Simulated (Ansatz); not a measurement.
A relaxation computed with Ansatz, from input to last step.

```yaml
crystal:
  lattice:
    - [3.6141232352, 0.0, 0.0]
    - [-1.8070616176, 3.1299225341, 0.0]
    - [0.0, 0.0, 6.730311909]
  atoms:
    - { symbol: Pt, position: [0.0, 0.0, 0.0] }
    - { symbol: S, position: [0.3333333333, 0.6666666667, 0.1838553634] }
    - { symbol: S, position: [0.6666666667, 0.3333333333, 0.8161446366] }
basis:
  ecutwfc: 420
kpoints:
  mp_grid: { grid: [12, 12, 4] }
hamiltonian:
  xc: pbe
scf:
  occupations: { method: gaussian, width: 0.02 }
output:
  forces: true
  stress: true
  eigenvalues: true
relax:
  adjacent_minimum: "off"
  f_tol: 0.01
  max_steps: 30
  cell: { stress_tol: 0.1, fix: [volume] }
```

```bash
ansatz run input.yaml --threads 1 --pin off --max-ram 2560MiB --backend cpu --events-out ev --progress --plain --runs-dir out
```

Theory: DFT PBE, scalar-relativistic, plane waves, PAW (Ansatz 0.2.0).

The volume is held at 1.06 times that of the relaxed cell.

Of 4 frames 3 are shown, positions in Å and forces in eV/Å; the SCF threshold varies from step to step. Steps run on the plane waves of an earlier cell, with a Pulay correction in the pressure. The basis is chosen afresh for the last frame, the zero of the energies, and at times for earlier ones too; energy and pressure step there, also at an unchanged geometry.

```xyz
3
Lattice="3.6141 0.0000 0.0000 -1.8071 3.1299 0.0000 0.0000 0.0000 6.7303" Properties=species:S:1:pos:R:3:forces:R:3 pbc="T T T" step=1 free_energy_over_end_meV_per_atom=6.33 pressure_GPa=-2.73
Pt    0.0000    0.0000    0.0000    0.0000    0.0000    0.0000
S     0.0000    2.0866    1.2374    0.0000    0.0000   -0.3552
S     1.8071    1.0433    5.4929    0.0000    0.0000    0.3552
3
Lattice="3.5888 0.0000 0.0000 -1.7944 3.1080 0.0000 0.0000 0.0000 6.8257" Properties=species:S:1:pos:R:3:forces:R:3 pbc="T T T" step=2 free_energy_over_end_meV_per_atom=0.59 pressure_GPa=0.08
Pt    0.0000    0.0000    0.0000    0.0000    0.0000    0.0000
S     0.0000    2.0720    1.2122    0.0000    0.0000    0.1093
S     1.7944    1.0360    5.6135    0.0000    0.0000   -0.1093
3
Lattice="3.5792 0.0000 0.0000 -1.7896 3.0997 0.0000 0.0000 0.0000 6.8622" Properties=species:S:1:pos:R:3:forces:R:3 pbc="T T T" step=4 free_energy_over_end_meV_per_atom=0.00 pressure_GPa=-0.11
Pt    0.0000    0.0000    0.0000    0.0000    0.0000    0.0000
S     0.0000    2.0665    1.2260    0.0000    0.0000    0.0048
S     1.7896    1.0332    5.6362    0.0000    0.0000   -0.0048
```

Time: 37 s on 1 thread of Intel(R) Xeon(R) Processor @ 2.50GHz (Skylake/Cascade Lake), on a shared host, peak memory 0.42 GiB.

Spin–orbit coupling is left out, which can shift energies with elements as heavy as these. The cell holds layers, and where no dispersion correction was added their binding is poorly described.